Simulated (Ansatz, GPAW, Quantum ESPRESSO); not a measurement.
Equation of state of Mo3Zn under PBE

The structure is cubic, space group Pm-3m (No. 221). The conventional cell has a = 3.943 Å, b = 3.943 Å, c = 3.943 Å, α = 90.00°, β = 90.00°, γ = 90.00°. Around Mo (site symmetry 4/mmm) lie 8 Mo at 2.79 Å and 4 Zn at 2.79 Å. Zn (site symmetry m-3m) is surrounded by 12 Mo at 2.79 Å.

The cell comes from a database or a generator and needn't be the stable form of this composition.

The cell was scaled at fixed shape and fractions and run with Ansatz, Ansatz PAW, cutoff 420 eV; PBE, k mesh 7 × 7 × 7 on the cell of 4 atoms, fermi-dirac occupations of 0.05 eV, no spin polarisation, no spin-orbit coupling. Energies are those that the program minimises, any entropy of the smearing included. For a metal such a mesh isn't converged to the digits shown.

```csv
V (Å³/atom),energy over the lowest row (meV/atom)
14.4078,32.81
14.7144,12.26
15.0209,1.67
15.3275,0.00
15.6340,?
15.9406,19.93
16.2471,39.96
```

Task: Fit the third-order Birch-Murnaghan form, give V0, B0 and B′, and predict the energy left open.

Result: With y = (V0/V)^(2/3), E = E0 + (9 V0 B0/16) [(y - 1)³ B′ + (y - 1)² (6 - 4y)]. Least squares through the rows shown give V0 = 15.2337 Å³/atom, E0 = -0.38 meV, B0 = 215.1 GPa (1 eV/Å³ = 160.218 GPa) and B′ = 4.34, with a largest miss of 0.01 meV. At V = 15.6340 the form with these constants gives 6.36 meV; the run gave 6.35 meV an atom. Other set-ups at this level, from all their volumes (Å³/atom, GPa): GPAW, GPAW PAW data sets (gpaw-data 1.2.1): V0 15.218, B0 213.4; Quantum ESPRESSO, SSSP 1.3 efficiency PBE: V0 15.227, B0 215.4.
